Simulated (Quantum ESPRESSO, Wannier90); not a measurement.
## Wannierisation of KTlO$_{2}$ (R-3m)

Cell from Materials Project (mp-8175), symmetrised, no further relaxation. Not found in the COD (Crystallography Open Database) copy used; not checked further. Method: PBEsol plane waves in Quantum ESPRESSO 7.5 (PseudoDojo norm-conserving files, 68 Ry, no spin polarisation, no spin-orbit coupling), Bloch states on a 10×10×10 mesh through Γ, Wannier90 4.0.1. Density: 10×10×10 mesh, cold smearing 0.01 Ry. Spin-orbit coupling is left out although heavy elements are present.

On the energy scale of pw.x, whose zero is arbitrary, the valence-band maximum lies at 7.62 eV.

Input w.win:

```
num_bands = 8
num_wann = 8
exclude_bands = 1,4-11,18-31
num_iter = 1000
conv_tol = 1.0e-6
conv_window = 4
num_cg_steps = 20
write_hr = true
write_u_matrices = true
begin projections
O: sp3
end projections
begin unit_cell_cart
ang
   -1.7267599886    2.9908360328    0.0000000000
   -3.4535199773    0.0000000000    0.0000000000
   -1.7267599886    0.9969453443    6.1022400000
end unit_cell_cart
begin atoms_frac
K    0.5000000000  0.5000000000  0.5000000000
Tl   0.0000000000  0.0000000000  0.0000000000
O    0.2679210000  0.2679210000  0.1962370000
O   -0.2679210000 -0.2679210000 -0.1962370000
end atoms_frac
mp_grid = 10 10 10
begin kpoints
0.0000000000 0.0000000000 0.0000000000
0.0000000000 0.0000000000 0.1000000000
0.0000000000 0.0000000000 0.2000000000
... (997 more lines: the 10x10x10 mesh through Gamma)
end kpoints
```

Input of pw2wannier90.x that gives the overlap and projection files (equivalent; here they were cut from one run over all bands):

```
&inputpp
  outdir = './out'
  prefix = 'pwscf'
  seedname = 'w'
  write_amn = .true.
  write_mmn = .true.
/
```

Output w.wout (banner and timings cut):

```
                                    ------
                                    SYSTEM
                                    ------

                              Lattice Vectors (Ang)
                    a_1    -1.726760   2.990836   0.000000
                    a_2    -3.453520   0.000000   0.000000
                    a_3    -1.726760   0.996945   6.102240

                   Unit Cell Volume:      63.02950  (Ang^3)

                        Reciprocal-Space Vectors (Ang^-1)
                    b_1     0.000000   2.100812  -0.343217
                    b_2    -1.819357  -1.050406  -0.343217
                    b_3     0.000000   0.000000   1.029652

 *----------------------------------------------------------------------------*
 |   Site       Fractional Coordinate          Cartesian Coordinate (Ang)     |
 +----------------------------------------------------------------------------+
 | k    1   0.50000   0.50000   0.50000   |   -3.45352   1.99389   3.05112    |
 | tl   1   0.00000   0.00000   0.00000   |   -0.00000   0.00000   0.00000    |
 | o    1   0.26792   0.26792   0.19624   |   -1.72676   0.99695   1.19749    |
 | o    2  -0.26792  -0.26792  -0.19624   |    1.72676  -0.99695  -1.19749    |
 *----------------------------------------------------------------------------*
                                ------------
                                K-POINT GRID
                                ------------

             Grid size = 10 x 10 x 10      Total points = 1000

 *---------------------------------- MAIN ------------------------------------*
 |  Number of Wannier Functions               :                 8             |
 |  Number of Objective Wannier Functions     :                 8             |
 |  Number of input Bloch states              :                 8             |
 |  Output verbosity (1=low, 5=high)          :                 1             |
 |  Timing Level (1=low, 5=high)              :                 1             |
 |  Optimisation (0=memory, 3=speed)          :                 3             |
 |  Length Unit                               :               Ang             |
 |  Post-processing setup (write *.nnkp)      :                 F             |
 |  Using Gamma-only branch of algorithms     :                 F             |
 *----------------------------------------------------------------------------*
 *------------------------------- WANNIERISE ---------------------------------*
 |  Total number of iterations                :              1000             |
 |  Number of CG steps before reset           :                20             |
 |  Trial step length for line search         :             2.000             |
 |  Convergence tolerence                     :         0.100E-05             |
 |  Convergence window                        :                 4             |
 |  Iterations between writing output         :                 1             |
 |  Iterations between backing up to disk     :               100             |
 |  Write r^2_nm to file                      :                 F             |
 |  Write xyz WF centres to file              :                 F             |
 |  Write on-site energies <0n|H|0n> to file  :                 F             |
 |  Use guiding centre to control phases      :                 F             |
 |  Use phases for initial projections        :                 F             |
 *----------------------------------------------------------------------------*
 *-------------------------------- PLOTTING ----------------------------------*
 |  Plotting Hamiltonian in WF basis          :                 T             |
 *----------------------------------------------------------------------------*

 *---------------------------------- K-MESH ----------------------------------*
 +----------------------------------------------------------------------------+
 |                    Distance to Nearest-Neighbour Shells                    |
 |                    ------------------------------------                    |
 |          Shell             Distance (Ang^-1)          Multiplicity         |
 |          -----             -----------------          ------------         |
 |             1                   0.102965                      2            |
 |             2                   0.205930                      2            |
 |             3                   0.212866                      6            |
 |             4                   0.221011                      6            |
 |             5                   0.250962                      6            |
 |             6                   0.271263                      6            |
 |             7                   0.308896                      2            |
 |             8                   0.319148                      6            |
       ... (lines left out)
 +----------------------------------------------------------------------------+
 | The b-vectors are chosen automatically                                     |
 | The following shells are used:                       1,  3                 |
 +----------------------------------------------------------------------------+
 |                        Shell   # Nearest-Neighbours                        |
 |                        -----   --------------------                        |
 |                          1               2                                 |
 |                          2               6                                 |
 +----------------------------------------------------------------------------+
 | Completeness relation is fully satisfied [Eq. (B1), PRB 56, 12847 (1997)]  |
 +----------------------------------------------------------------------------+
 |                  b_k Vectors (Ang^-1) and Weights (Ang^2)                  |
 |                  ----------------------------------------                  |
 |            No.         b_k(x)      b_k(y)      b_k(z)        w_b           |
 |            ---        --------------------------------     --------        |
 |             1         0.000000    0.000000    0.102965    44.644055        |
 |             2         0.000000    0.000000   -0.102965    44.644055        |
 |             3        -0.181936   -0.105041   -0.034322     7.552734        |
 |             4         0.000000    0.210081   -0.034322     7.552734        |
 |             5        -0.181936    0.105041    0.034322     7.552734        |
 |             6         0.181936    0.105041    0.034322     7.552734        |
 |             7         0.000000   -0.210081    0.034322     7.552734        |
 |             8         0.181936   -0.105041   -0.034322     7.552734        |
 +----------------------------------------------------------------------------+
 |                           b_k Directions (Ang^-1)                          |
 |                           -----------------------                          |
 |            No.           x           y           z                         |
 |            ---        --------------------------------                     |
 |             1         0.000000    0.000000    0.102965                     |
 |             2        -0.181936   -0.105041   -0.034322                     |
 |             3         0.000000    0.210081   -0.034322                     |
 |             4        -0.181936    0.105041    0.034322                     |
 +----------------------------------------------------------------------------+

 Starting a new Wannier90 calculation ...

 Reading overlaps from w.mmn

 Reading projections from w.amn

 *------------------------------- WANNIERISE ---------------------------------*
 +--------------------------------------------------------------------+<-- CONV
 | Iter  Delta Spread     RMS Gradient      Spread (Ang^2)            |<-- CONV
 +--------------------------------------------------------------------+<-- CONV

 ------------------------------------------------------------------------------
 Initial State
  WF centre and spread    1  ( -1.672217,  1.105666,  1.257586 )     1.46655871
  WF centre and spread    2  ( -1.443157,  0.768226,  0.922245 )     1.29573257
  WF centre and spread    3  ( -1.900500,  1.225597,  0.922466 )     1.34492946
  WF centre and spread    4  ( -1.889811,  0.888058,  1.257531 )     1.44387394
  WF centre and spread    5  (  2.010363, -0.768226, -0.922245 )     1.29573392
  WF centre and spread    6  (  1.781304, -1.105666, -1.257586 )     1.46655718
  WF centre and spread    7  (  1.563709, -0.888058, -1.257531 )     1.44387367
  WF centre and spread    8  (  1.553020, -1.225597, -0.922466 )     1.34492947
  Sum of centres and spreads (  0.002711,  0.000000,  0.000000 )    11.10218892

      0     0.111E+02     0.0000000000       11.1021889213  <-- CONV
        O_D=      0.0189915 O_OD=      1.1495744 O_TOT=     11.1021889 <-- SPRD
 ------------------------------------------------------------------------------
      1    -0.314E-01     0.0785623532       11.0708206741  <-- CONV
        O_D=      0.0145579 O_OD=      1.1226398 O_TOT=     11.0708207 <-- SPRD
      2    -0.808E-02     0.0601296037       11.0627423269  <-- CONV
        O_D=      0.0132610 O_OD=      1.1158583 O_TOT=     11.0627423 <-- SPRD
      3    -0.420E-02     0.0494413054       11.0585396263  <-- CONV
        O_D=      0.0124426 O_OD=      1.1124740 O_TOT=     11.0585396 <-- SPRD
      4    -0.289E-02     0.0406026602       11.0556486486  <-- CONV
        O_D=      0.0118131 O_OD=      1.1102126 O_TOT=     11.0556486 <-- SPRD
      5    -0.228E-02     0.0364615116       11.0533651968  <-- CONV
        O_D=      0.0113354 O_OD=      1.1084069 O_TOT=     11.0533652 <-- SPRD
       ... (lines left out)
    100    -0.170E-02     0.0296895039       10.6149485341  <-- CONV
        O_D=      0.0094809 O_OD=      0.6718447 O_TOT=     10.6149485 <-- SPRD
       ... (lines left out)
    200    -0.206E-04     0.0033723118       10.5594103121  <-- CONV
        O_D=      0.0085907 O_OD=      0.6171967 O_TOT=     10.5594103 <-- SPRD
       ... (lines left out)
    283    -0.830E-06     0.0006961959       10.5583329133  <-- CONV
        O_D=      0.0085831 O_OD=      0.6161268 O_TOT=     10.5583329 <-- SPRD
    284    -0.793E-06     0.0006743711       10.5583321200  <-- CONV
        O_D=      0.0085840 O_OD=      0.6161251 O_TOT=     10.5583321 <-- SPRD
    285    -0.833E-06     0.0006438879       10.5583312868  <-- CONV
        O_D=      0.0085854 O_OD=      0.6161229 O_TOT=     10.5583313 <-- SPRD
             <<<     Delta < 1.000E-06  over  4 iterations     >>>
             <<< Wannierisation convergence criteria satisfied >>>
 Final State
  WF centre and spread    1  ( -1.725945,  0.998018,  1.443561 )     1.19653084
  WF centre and spread    2  ( -1.386230,  0.799998,  0.970612 )     1.36092429
  WF centre and spread    3  ( -1.726994,  1.389956,  0.969740 )     1.36119604
  WF centre and spread    4  ( -2.067873,  0.799817,  0.972008 )     1.36051448
  WF centre and spread    5  (  2.067290, -0.799998, -0.970612 )     1.36092591
  WF centre and spread    6  (  1.727575, -0.998018, -1.443561 )     1.19653084
  WF centre and spread    7  (  1.385647, -0.799817, -0.972008 )     1.36051285
  WF centre and spread    8  (  1.726526, -1.389956, -0.969740 )     1.36119604
  Sum of centres and spreads ( -0.000003,  0.000000, -0.000000 )    10.55833129

         Spreads (Ang^2)       Omega I      =     9.933622963
        ================       Omega D      =     0.008585392
                               Omega OD     =     0.616122932
    Final Spread (Ang^2)       Omega Total  =    10.558331287
```
